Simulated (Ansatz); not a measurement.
Given:

SnTeO₃:
```cif
data_O18Sn6Te6
_chemical_formula_sum 'Sn6 Te6 O18'
_space_group_name_H-M_alt 'R3c :H'
_space_group_IT_number 161
_space_group_name_Hall 'R 3 -2"c'
_cell_length_a 5.33233
_cell_length_b 5.33233
_cell_length_c 27.92718
_cell_angle_alpha 90.000
_cell_angle_beta 90.000
_cell_angle_gamma 120.000
loop_
_atom_site_label
_atom_site_type_symbol
_atom_site_symmetry_multiplicity
_atom_site_Wyckoff_symbol
_atom_site_fract_x
_atom_site_fract_y
_atom_site_fract_z
_atom_site_occupancy
Sn1 Sn 6 a 0.00000 0.00000 0.28258 1
Te1 Te 6 a 0.00000 0.00000 0.04315 1
O1 O 18 b 0.32217 0.03366 0.07485 1
```
(The calculation used a cell of 10 atoms; values per cell refer to that cell.)

This is the r²SCAN-relaxed structure.

All from plane-wave PAW r²SCAN (Ansatz code), unless another level is named. Estimate the hole effective mass.

0.47, 0.47, 2.1 mₑ (principal values).

And the band gap?

2.72 eV (indirect).

Give the conduction-band minimum.

at F (3 equivalent valleys).

The start of the workflow was typed in or built on a structure type; neither database checked (COD, Materials Project) lists it. Whether it is the stable phase at ambient conditions was not checked. The r²SCAN relaxation kept the symmetry of its start; whether a distortion lowers the energy is not shown. The volume moved by 82 % from the start of the relaxation. Scalar-relativistic: spin–orbit coupling is off unless named, which matters more the heavier the elements.

Potentials: the earlier of the program's two PAW sets.
